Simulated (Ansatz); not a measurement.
**CdAg$_{3}$ (Pm-3m): electronic heat capacity and spin susceptibility from the density of states**

All numbers below come from Ansatz, DFT r2SCAN, scalar-relativistic, plane waves, PAW.

Settings: cutoff 500 eV, Γ-centred mesh 10×10×10 on the computed 4-atom cell, Gaussian smearing of 0.10 eV; no spin polarisation.

Relaxed cell: Pm-3m, a = 4.156 Å, b = 4.156 Å, c = 4.156 Å, α = 90.00°, β = 90.00°, γ = 90.00°, 4 atoms in the primitive cell. Whether it is the stable form of this composition wasn't checked.

The density of states at the Fermi level is 1.178 states/eV in the cell of 4 atoms (1 formula unit; both spins, tetrahedra on a 15×15×15 mesh).

Q: What Sommerfeld coefficient and Pauli susceptibility does this give?

A: Per formula unit N(E_F) = 1.178 states/eV. γ = (π²/3) k_B² N(E_F) N_A = 2.357 mJ/(mol K²) per state/eV, so γ = 2.8 mJ/(mol K²), a mole of formula units. χ_P = μ_B² N(E_F) N_A = 3.23×10⁻⁵ emu/mol per state/eV gives 3.8×10⁻⁵ emu/mol. This is the bare band result: a measured γ of the same phase is as a rule larger by a factor 1 + λ from phonons and spin fluctuations, the spin part of χ is larger by the Stoner factor, and a measured χ also holds orbital and core terms. N(E_F) at one energy is sensitive to the mesh where the density of states has sharp peaks.